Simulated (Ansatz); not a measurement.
# Rh: course of a relaxation

The calculation used DFT PBEsol, scalar-relativistic, plane waves, PAW in Ansatz 0.2.0. Settings: 420 eV cutoff, 18×18×6 k-mesh, Gaussian smearing of 0.10 eV, no spin polarisation.

What was changed: relaxed at 8 GPa.

Other phases may be more stable at this pressure.

Command:

```bash
ansatz run input.yaml --threads 1 --pin off --max-ram 2560MiB --backend cpu --events-out ev --progress --plain --runs-dir out
```

Input:

```yaml
crystal:
  lattice:
    - [2.6524867038, 0.0, 0.0]
    - [-1.3262433519, 2.2971208687, 0.0]
    - [0.0, 0.0, 8.6516298989]
  atoms:
    - { symbol: Rh, position: [0.0, 0.0, 0.0] }
    - { symbol: Rh, position: [0.3333333333, 0.6666666667, 0.25] }
    - { symbol: Rh, position: [0.0, 0.0, 0.5] }
    - { symbol: Rh, position: [0.6666666667, 0.3333333333, 0.75] }
basis:
  ecutwfc: 420
kpoints:
  mp_grid: { grid: [18, 18, 6] }
hamiltonian:
  xc: pbesol
scf:
  occupations: { method: gaussian, width: 0.1 }
output:
  forces: true
  stress: true
  eigenvalues: true
relax:
  adjacent_minimum: "off"
  f_tol: 0.008
  max_steps: 50
  cell: { stress_tol: 0.08, p_target: 8.0 }
```

F is the free energy. Steps run on the plane waves of an earlier cell, but the last one, and at times one on the way, on a freshly chosen basis, so a repeated geometry can differ a little in energy. The relaxation lowers the enthalpy F + PV at the target pressure, so F itself can rise.

Steps:

| step | F − F(1) (eV) | largest force component (eV/Å) | V (Å³/atom) | P (GPa) |
| --- | --- | --- | --- | --- |
| 1 | 0.0000 | 0.000 | 13.179 | 8.17 |
| 2 | -0.0025 | 0.000 | 13.191 | 7.85 |
| 3 | -0.0013 | 0.000 | 13.185 | 8.00 |
| 4 | -0.0013 | 0.000 | 13.185 | 8.00 |

Relaxed structure:

```cif
data_structure
_symmetry_space_group_name_H-M 'P 1'
_symmetry_Int_Tables_number 1
_cell_length_a 2.6529
_cell_length_b 2.6529
_cell_length_c 8.6535
_cell_angle_alpha 90.000
_cell_angle_beta 90.000
_cell_angle_gamma 120.000
_cell_volume 52.74
loop_
_atom_site_label
_atom_site_type_symbol
_atom_site_fract_x
_atom_site_fract_y
_atom_site_fract_z
_atom_site_occupancy
Rh1 Rh 0.00000 0.00000 0.00000 1
Rh2 Rh 0.33333 0.66667 0.25000 1
Rh3 Rh 0.00000 0.00000 0.50000 1
Rh4 Rh 0.66667 0.33333 0.75000 1
```

The structure is hexagonal, space group P6_3/mmc (No. 194). The conventional cell has a = 2.653 Å, b = 2.653 Å, c = 8.654 Å, α = 90.00°, β = 90.00°, γ = 120.00°. Rh (site symmetry -3m) has 12 Rh at 2.65 Å as nearest neighbours. Rh (site symmetry -6m2) has 12 Rh at 2.65 Å as nearest neighbours.

The run converged. The run took 2.1 min on 1 thread of AMD EPYC (Zen 3), on a shared host, peak memory 0.51 GiB.